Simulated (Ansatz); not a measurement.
Formation energy of MoTe2

The computed numbers are results of PBE with spin–orbit coupling (two-component spinors) in the plane-wave PAW code Ansatz at 420 eV, 8×8×2 k-mesh, Gaussian smearing of 0.05 eV; PAW files: Ansatz's generated set soft_2.

The chain of runs began from a cell as deposited in COD, expanded in volume. The relaxation kept the space group but changed the cell's proportions, one axis by 5 % at equal volume, so the results may not describe the measured structure. The database's entry of this formula in the relaxed cell's space group, P6_3/mmc, has axes of 3.518 × 3.518 × 13.974 Å and 24.96 Å³/atom (1963), the relaxed one 3.559 × 3.559 × 15.170 Å and 27.73.

Symmetry: P6_3/mmc, No. 194, hexagonal system. The conventional cell has a = 3.559 Å, b = 3.559 Å, c = 15.170 Å, α = 90.00°, β = 90.00°, γ = 120.00°. Around Te (site symmetry 3m) lie 3 Mo at 2.74 Å. Mo (site symmetry -6m2) has 6 Te at 2.74 Å as nearest neighbours. (Shells end 15 % past the nearest neighbour.)

The elements were computed in their standard states with the same datasets, cutoff and functional. Total energies depend on the potentials used, so only differences within one code and one set of settings carry meaning.

Energy of the relaxed cell (6 atoms, smearing extrapolated to zero): -37846.667 eV. Elements, in eV/atom: Te -6982.686, Mo -4957.192.

Problem. What is the formation energy?

Solution. [-37846.667 − (4 × -6982.686 + 2 × -4957.192)] / 6 = -0.26 eV/atom, or -25 kJ per mole of atoms.

The value is for 0 K, without zero-point energy. A negative value shows stability against the elements alone, not against other compounds or structures.

The starting moments died out; a magnetic state reached from other starts isn't excluded. The structure is built of weakly bound layers, and this functional has no dispersion term, so their spacing and all that hangs on it (volume, the soft elastic constants, low modes, dielectric constants) are poorly given.
